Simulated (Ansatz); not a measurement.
Here is the system:

GePt:
```cif
data_Ge4Pt4
_chemical_formula_sum 'Ge4 Pt4'
_space_group_name_H-M_alt 'P 1'
_space_group_IT_number 1
_cell_length_a 5.83630
_cell_length_b 3.75203
_cell_length_c 6.16399
_cell_angle_alpha 90.000
_cell_angle_beta 90.000
_cell_angle_gamma 90.000
loop_
_space_group_symop_operation_xyz
  'x, y, z'
loop_
_atom_site_label
_atom_site_type_symbol
_atom_site_fract_x
_atom_site_fract_y
_atom_site_fract_z
_atom_site_occupancy
Ge1 Ge 0.81355 0.75000 0.58825 1
Ge2 Ge 0.18645 0.25000 0.41175 1
Ge3 Ge 0.68645 0.25000 0.08825 1
Ge4 Ge 0.31355 0.75000 0.91175 1
Pt1 Pt 0.00169 0.75000 0.19245 1
Pt2 Pt 0.99831 0.25000 0.80755 1
Pt3 Pt 0.49831 0.25000 0.69245 1
Pt4 Pt 0.50169 0.75000 0.30755 1
```

This is the PBE-relaxed structure.

### Question
All from DFT-PBE in the program Ansatz with PAW potentials, unless another level is named. Estimate the electronic character.

### Answer
metallic (no gap).

### Question
Predict the density of states at the Fermi level.

### Answer
0.26 states/eV per atom (mean over ±0.08 eV).

### Question
Next, the formation energy from the elements (no fitted shifts)?

### Answer
-0.47 eV/atom.

Space group Pnma. Symmetry was held in the PBE relaxation. The run is not spin-polarised. The references are the lowest solids computed at this level, not always the standard phases. Scalar-relativistic: spin–orbit coupling is off unless named, which matters more the heavier the elements.

Potentials: the later of the program's two PAW sets.
